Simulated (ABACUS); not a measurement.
Band structure of HfN (Fm-3m, 2 atoms in the cell; from Materials Project mp-2828, lattice scaled a little).

```
HfN
1.0
    0.00000     2.24751     2.24751
    2.24751     0.00000     2.24751
    2.24751     2.24751     0.00000
Hf N
1 1
Cartesian
  0.00000   0.00000   0.00000
  2.24751   2.24751   2.24751
```

Computed with PBEsol, PseudoDojo 0.4 standard norm-conserving PBEsol (tails mended) pseudopotentials (plane waves; ABACUS).

Settings: KPT = Gamma 18 18 18 0 0 0; basis_type = pw; dft_functional = PBESOL; ecutwfc = 84 Ry; smearing_method = gaussian; smearing_sigma = 0.0146997 Ry; potentials = PseudoDojo 0.4 standard norm-conserving PBEsol (tails mended); symmetry = 1; ks_solver = dav_subspace; scf_nmax = 100; scf_thr = 1.0e-09 Ry; mixing_type = broyden.

Spin-orbit coupling is left out, which matters for bands and gaps with elements this heavy. The structure comes from a collection of computed structures, made at another level of theory; the collection holds predicted forms beside known ones. Its lattice was then scaled.

Points are given in units of this cell's reciprocal vectors. Levels in eV from the Fermi level, bands 6 to 13:
```
point                     6      7      8      9     10     11    12    13
--------------------  -----  -----  -----  -----  -----  -----  ----  ----
Γ (0 0 0)             -2.99  -2.99  -2.99  -0.37  -0.37  -0.37  1.93  1.99
X (0.5 0 0.5)         -5.41  -3.91  -3.67  -3.67   4.19   5.68  5.68  5.78
W (0.5 0.25 0.75)     -6.23  -5.50  -5.50   1.15   1.15   5.69  5.72  6.30
K (0.375 0.375 0.75)  -6.40  -5.54  -5.00  -0.86   3.96   4.57  6.20  6.81
L (0.5 0.5 0.5)       -9.01  -6.28  -6.28   3.34   3.79   3.79  4.50  9.04
U (0.625 0.25 0.625)  -6.40  -5.54  -5.00  -0.86   3.96   4.57  6.20  6.81
```

3 bands cross the Fermi level along this path, so the cell has no gap at this level.

“Tails mended”: in these copies of the files the far tail of each local potential was reset to the Coulomb form.
